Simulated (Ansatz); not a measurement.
## BaFe2S3: which magnetic order is lowest?

```
CELL_PARAMETERS angstrom
4.39175 -5.60950 0.00000
4.39175 5.60950 0.00000
0.00000 0.00000 5.28600
ATOMIC_POSITIONS crystal
Ba 0.31410 0.68590 0.25000
Ba 0.68590 0.31410 0.75000
Fe 0.84640 0.84640 0.00000
Fe 0.15360 0.15360 0.50000
Fe 0.15360 0.15360 0.00000
Fe 0.84640 0.84640 0.50000
S 0.83060 0.58420 0.25000
S 0.16940 0.41580 0.75000
S 0.58420 0.83060 0.75000
S 0.41580 0.16940 0.25000
S 0.88530 0.11470 0.25000
S 0.11470 0.88530 0.75000
```

Method: r2SCAN in Ansatz 0.2.0, PAW datasets, plane waves to 500 eV, 4×4×5 Γ-centred mesh, fermi-dirac occupations of width 0.050 eV. The atoms are fixed and numbered as listed; spin is collinear, without spin-orbit coupling.

The cycle has several fixed points for this cell. Moments (μB):

```
state   Fe3    Fe4    Fe5    Fe6  other atoms together  size of the net moment a cell
    A  3.01  -3.01  -3.01   3.01                  0.00                           0.00
    B  0.00   0.00   0.00   0.00                  0.00                           0.00
    C  2.45   2.96   3.00  -3.14                  0.20                           6.00
    D  2.63  -2.63   3.05  -3.05                  0.00                           0.00
    E  3.23   3.23   3.23   3.23                  1.23                          15.60
```

Site moments are taken in small spheres that don't touch (radius about 0.4 of the atom's shortest bond), so those of the magnetic atoms read low, and they needn't add up to the net moment. State B was run without spin polarisation.

**Question.** Which state has the lowest energy at zero smearing, and how far up are the others?

**Answer.** State A (antiparallel, compensated) is lowest; D (antiparallel, compensated) lies 31 meV above it, C (antiparallel, not compensated) lies 39 meV above it, E (parallel moments) lies 87 meV above it, B (without moments) lies 379 meV above it, all counted an atom of the cell.

**Question.** Which states have a gap on the mesh, and what pressure does each exert on this cell?

**Answer.** A: gap 0.85 eV, 1.3 GPa; B: no gap, -9.6 GPa; C: gap 0.50 eV, 0.7 GPa; D: gap 0.38 eV, 0.5 GPa; E: no gap, 3.5 GPa (positive in compression). Moments take up room: without them the pressure is lower, so that state wants a smaller cell.

**Question.** How much does the cell gain by forming moments?

**Answer.** 379 meV an atom of the cell, or 1138 meV for each Fe atom, against state B, which has none. A run without spin would miss this and give wrong energies and forces. That state isn't the paramagnet, which keeps its moments, so this is no ordering energy.

Of 4 runs begun from atoms with typed moments, each in a different pattern, 1 ended in state A: one start isn't enough to call a state the ground state.

The cell is that of a Crystallography Open Database entry, unchanged.

Caveats: only orders that fit this cell and collinear spins were tried, so the true order may need a larger cell or canted moments; atoms and cell are not relaxed, and each state would relax in its own way; semilocal functionals without U often misplace the states of 3d oxides, halides and chalcogenides; the k mesh is coarse, so differences of a few meV are uncertain where a state is a metal; one start a pattern, so a lower state of the same pattern may exist.
